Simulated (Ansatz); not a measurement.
Values for one crystal, relaxed and computed with DFT-PBE in the program Ansatz with PAW potentials; other levels are named.

```yaml
volume_per_atom: 26.45 Å³
band_gap: 0.44 eV (direct)
Formation energy from the elements (no fitted shifts): -0.24 eV/atom
conduction_band_minimum: at Γ
valence_band_maximum: at Γ
```

**Question.** Which of these materials gives this?
A) MgO, P4_2/mmc (Mg on 2c, O on 2e)
B) LiH, rock salt
C) InP, zinc blende
D) KI, rock salt

**Answer.** C, InP, zinc blende

Space group F-43m (zinc blende). The PBE relaxation kept the symmetry of its start. The references are the lowest solids computed at this level, not always the standard phases. Scalar-relativistic: spin–orbit coupling is off unless named, which matters more the heavier the elements.

Potentials: the later of the program's two PAW sets.
